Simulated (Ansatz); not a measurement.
Theory: DFT PBE, scalar-relativistic, plane waves, PAW (Ansatz 0.2.0). Settings: cutoff 420 eV, Γ-centred meshes spaced at most about 0.3 Å⁻¹, and about 0.25 Å⁻¹ or finer for metals (2π included), Gaussian smearing. No spin polarisation in the final relaxations.

These are static total energies at zero pressure. All come from trial cells, and lower structures may exist.

Question: Which of these relaxed structures of MgH is the lowest in energy?
1.

```
Mg H
1.0
     2.98687    0.00000    0.00000
     0.00000    2.98687    0.00000
     0.00000    0.00000    5.41024
Mg H
2 2
Direct
  0.00000 0.50000 0.75728
  0.50000 0.00000 0.24272
  0.00000 0.50000 0.37620
  0.50000 0.00000 0.62380
```

2.

```
Mg H
1.0
     2.98152    0.00000    0.00000
     0.00000    2.98152    0.00000
     0.00000    0.00000    3.17288
Mg H
1 1
Direct
  0.50000 0.50000 0.00000
  0.00000 0.00000 0.00000
```

Answer: 1. It has space group P4/nmm (No. 129); the next, 2, with space group P4/mmm (No. 123), lies 159 meV/atom higher. Counting H atoms around Mg (those within 1.25 times the shortest such distance or 1.15 times the sum of covalent radii), the lowest has Mg 5 and the next has Mg 4. Even the lowest lies +0.10 eV/atom against the elements.

With hydrogen, zero-point motion can shift such differences by 10 meV/atom or more. A magnetic state wasn't ruled out in cells without spin, among them P4/mmm. Cells relaxed within their symmetry can be saddle points. Some structure types and database cells were kept out of the candidates from the start, so a known form may be missing.
